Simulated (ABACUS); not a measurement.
A self-consistent single point of SiO2 (P3_121, 9 atoms in the cell; from Materials Project mp-7000) with ABACUS.

Method: ABACUS with PBE, numerical atomic orbitals SZ (confined pseudo-atomic orbitals with Gaussian additions; energy shift 0.003 Ry), PseudoDojo 0.5 standard norm-conserving PBE (tails mended) pseudopotentials.

```xyz
9
Lattice="4.9150 0.0000 0.0000 -2.4575 4.2565 0.0000 0.0000 0.0000 5.4313" Properties=species:S:1:pos:R:3 pbc="T T T"
Si     1.3051     2.2606     0.0000
Si     2.3047     0.0000     1.8104
Si    -1.1523     1.9959     3.6209
O      0.3073     1.7596     4.2630
O      0.7800     3.6428     0.6421
O     -1.0873     3.1106     2.4525
O      1.3702     1.1459     1.1683
O      2.7648     2.4969     4.7892
O      3.2375     0.6137     2.9788
```

Reference input (self-consistent single point, DFT, PBE, plane waves, PseudoDojo 0.5 standard norm-conserving PBE (tails mended) pseudopotentials): KPT = Gamma 5 5 4 0 0 0; basis_type = pw; dft_functional = PBE; ecutwfc = 84 Ry; smearing_method = fd; smearing_sigma = 0.00146997 Ry; potentials = PseudoDojo 0.5 standard norm-conserving PBE (tails mended); symmetry = 1; symmetry_prec = 1e-05; ks_solver = dav; scf_nmax = 100; scf_thr = 1.0e-09 Ry. This run's input differs from it in these lines:

```diff
@@ -3,6 +3,7 @@
 calculation          scf
-basis_type           pw
+basis_type           lcao
 pseudo_dir           ./
+orbital_dir          ./
 dft_functional       PBE
-ecutwfc              84.0
+ecutwfc              100.0
 symmetry             1
@@ -11,5 +12,5 @@
 smearing_sigma       0.00146997
-ks_solver            dav
+ks_solver            scalapack_gvx
 scf_nmax             100
-scf_thr              1.0e-09
+scf_thr              1.0e-06
 mixing_type          broyden
@@ -17,2 +18,3 @@
 cal_stress           1
+out_mul              1
 device               cpu
@@ -22,2 +24,6 @@
 O 15.999 O.upf
+
+NUMERICAL_ORBITAL
+Si_pbe_8.1au_1s1p.orb
+O_pbe_5.1au_1s1p.orb
```

Output (repeated stretches shortened):

```
 SELF-CONSISTENT
 -------------------------------------------

                  longest orb rcut (Bohr) = 8.1
   longest nonlocal projector rcut (Bohr) = 1.94
                     search radius (Bohr) = 20.1

                          real space grid = [ 60, 60, 72 ]
                                 init_chg = atomic

 LCAO ALGORITHM --------------- ION=   1  ELEC=   1--------------------------------

 Density error is 0.225934369088
 E_KohnSham     -222.1966613838      -3023.1406713956
 E_Fermi        0.5762458150         7.8402265322

 LCAO ALGORITHM --------------- ION=   1  ELEC=   2--------------------------------

   [... lines left out ...]

   [... 5 blocks of this kind left out ...]

 LCAO ALGORITHM --------------- ION=   1  ELEC=   8--------------------------------

 Density error is 1.13272408983e-06
 E_KohnSham     -223.0023765897      -3034.1029891618
 E_Fermi        0.3940808353         5.3617448330

 LCAO ALGORITHM --------------- ION=   1  ELEC=   9--------------------------------

 Density error is 1.54460839279e-07
 E_KohnSham     -223.0023765897      -3034.1029891619
 E_KS(sigma->0) -223.0023765897      -3034.1029891619
 E_entropy(-TS) 0.0000000000         0.0000000000
 E_Fermi        0.3940809509         5.3617464051
 charge density convergence is achieved
 final etot is -3034.1029892 eV
 EFERMI = 5.3617464051 eV

 STATE ENERGY(eV) AND OCCUPATIONS    NSPIN == 1
   [... 31 lines left out ...]

 TOTAL-FORCE (eV/Angstrom)
                       Si1         0.1621803007         0.2809045288         0.0000000000
                       Si2        -0.3243606014         0.0000000000         0.0000000000
                       Si3         0.1621803007        -0.2809045288         0.0000000000
                        O1         0.8134659725        -0.9145603821        -0.7406941166
                        O2         0.3852995155         1.1617624085        -0.7406941166
                        O3        -1.1987654880        -0.2472020263        -0.7406941166
                        O4        -1.1987654879         0.2472020263         0.7406941166
   [... lines left out ...]

 TOTAL-STRESS (KBAR)
       304.2738516887        -0.0000000176         0.0000000000
        -0.0000000176       304.2738343626         0.0000000000
         0.0000000000         0.0000000000       319.2785251800
 TOTAL-PRESSURE: 309.275404 KBAR

 --------------------------------------------
 !FINAL_ETOT_IS -3034.1029891618641159 eV
 --------------------------------------------
```

The run converged in 9 iterations. Against the reference run the free energy goes up by 2.59 eV/atom, the pressure goes from 4.91 to 30.93 GPa and the largest force goes from 0.239 to 1.431 eV/Å.

The atom-centred basis is finite, which shifts total energies, pressures and forces against plane waves. Forces above 1 eV/Å remain at this geometry, of which the finite basis can carry a part. A single-zeta basis is rough, for pressures and forces above all. This run is one point of a test of settings, so its values need not be converged; read them against the reference run alone. The structure comes from a collection of computed structures, made at another level of theory; the collection holds predicted forms beside known ones. At this pressure the cell is far from its equilibrium volume at this level.

The atomic orbitals were generated for these runs; they are not ABACUS's published sets and were checked against plane waves on a few crystals only.

“Tails mended”: in these copies of the files the far tail of each local potential was reset to the Coulomb form.
